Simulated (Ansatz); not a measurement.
An Ansatz input:

```yaml
crystal:
  lattice:
    - [4.1033515989, 0.0, 0.0]
    - [-2.0516757994, 3.5536067253, 0.0]
    - [0.0, 0.0, 6.7209012589]
  atoms:
    - { symbol: Sr, position: [0.3333333333, 0.6666666667, 0.25] }
    - { symbol: Sr, position: [0.6666666667, 0.3333333333, 0.75] }
hamiltonian:
  xc: lda
  pseudopotentials:
    kind: paw
    azcp:
      Sr: "pseudopotentials/Sr.paw.azcp"
basis:
  ecutwfc: 420
  fft_grid_basis: typed
kpoints:
  mp_grid: { grid: [15, 15, 8], shift: [0, 0, 0] }
magnetization:
  spin_polarized: false
scf:
  occupations: { method: fermi_dirac, width: 0.1 }
```

Output

```
Warning: the record states the generating functional pbe (its physics header spells it `PBE`), which answers neither for hamiltonian.xc's functional nor for the lda family's — results may be inconsistent (PPs are generated against a specific XC)
Engine: ansatz 0.2.0, x86_64-unknown-linux-gnu
Pseudopotentials: kind: paw
Pseudopotential: Sr, paw, valence charge 10, recommended cutoff 420 eV (normal) 
Functional definition: SPW92
  exchange = slater_x
  correlation = pw_c
Crystal: 2 atoms, lattice volume = 98.002 Å³
Basis set: ecut = 420 eV, 1919 PW (Γ)
Bands: 14, of which v1, the nominal top of the filled ones, is band 10 counted from 1 (9 counted from 0)
Symmetry: 24 space group operations
Space group: P63/mmc (ITA 194), of the structure as read, at distance tolerance 4.6e-5 Å
k-points: 135 of 1800
Non-local potential: Sr, projectors of the file, l = 0: 3, l = 1: 2, l = 2: 2
PAW form: soft (Blöchl's): semilocal exchange-correlation on the pseudo side does not see the compensation charge
PAW frozen core: Sr, regenerated for the run's functional, and the local potential with it (the file was generated under x = pbe(κ = 0.804, μ = 0.2195149727645171), c = pbe(β = 0.06672455060314922))
PAW one-centre angular grid: Sr, 110 points (default); XC on 64 Gauss nodes
Initial density: superposition of atomic densities (neutral atoms: chi_scale 0, normalization atom), corrected by the library's trained network
Initial wavefunctions: pseudopotential atomic-orbital guess
Functional: x = slater, c = lda
SCF iter   1: F=—  HF=-6888.662888 eV  |F-HF|=—  |Δ(HF+E_count)|=         —  Δρ=3.64e-3  dr2=6.15e-3  ethr=1.77e-3  ⟨swp⟩=8.0  Hψ=31117  notcnv=0
automatic band count: the SCF goes on with 18 bands, as 14 were too few: the levels above may hold too much charge
SCF iter   2: F=—  HF=-6888.663014 eV  |F-HF|=—  |Δ(HF+E_count)|=   1.26e-4  Δρ=1.90e-3  dr2=2.38e-3  ethr=3.08e-5  ⟨swp⟩=2.1  Hψ=4397  notcnv=0
SCF iter   3: F=—  HF=-6888.662915 eV  |F-HF|=—  |Δ(HF+E_count)|=   9.91e-5  Δρ=2.79e-4  dr2=1.49e-4  ethr=1.19e-5  ⟨swp⟩=1.3  Hψ=2641  notcnv=0
SCF iter   4: F=—  HF=-6888.662896 eV  |F-HF|=—  |Δ(HF+E_count)|=   1.88e-5  Δρ=9.44e-5  dr2=5.86e-6  ethr=7.46e-7  ⟨swp⟩=2.2  Hψ=3521  notcnv=0
SCF iter   5: F=—  HF=-6888.662894 eV  |F-HF|=—  |Δ(HF+E_count)|=   1.72e-6  Δρ=4.09e-5  dr2=1.06e-6  ethr=2.93e-8  ⟨swp⟩=1.4  Hψ=2797  notcnv=0
SCF iter   6: F=-6888.662894 eV  HF=-6888.662894 eV  |F-HF|=7.34e-9  |Δ(HF+E_count)|=   1.08e-7  Δρ=3.40e-6  dr2=9.11e-9  ethr=5.00e-10  ⟨swp⟩=1.5  Hψ=6606  notcnv=0
SCF 1 converged in 6 iterations: F = -6888.662894 eV  dr2 = 9.11e-9
SCF converged after 6 iterations
Free energy (F): -6888.662894 eV
Harris-Foulkes:  -6888.662894 eV  (|F-HF|=7.34e-9)
Internal energy: -6888.574911 eV  (E = F + TS)
E sigma→0 (E₀):  -6888.618903 eV
Entropy (-TS):   -0.087983 eV (-43.991 meV/atom)
Fermi energy:    5.666283 eV
--- Per-component energies (eV) ---
  E_band       = -256.003351
  E_kinetic    = 485.085760
  E_local      = -1486.766358  (includes V_loc(G=0)·N_el)
  E_nonlocal   = 414.223192
  E_hartree    = 368.422579
  E_xc         = -339.232555
  E_vxc        = -318.479710  (∫ρ·V_xc dr)
  E_paw        = -5194.388115  (= ΣΔE_a)
  E_vpaw       = -86.911197  (= ΣTr[D̂ρ^β])
  E_aug_tail   = -0.000003  (compensation charges beyond the density's cutoff)
  E_ewald      = -1136.507682
  E_core_change = 0.588271  (= ΣΔE_core)
  E_smearing   = -0.087983  (= −TS)
  E_closure    = -0.000000  (closes the sum)
  Σ components = -6888.662894   (vs F -6888.662894, Δ=0.00e0)
```
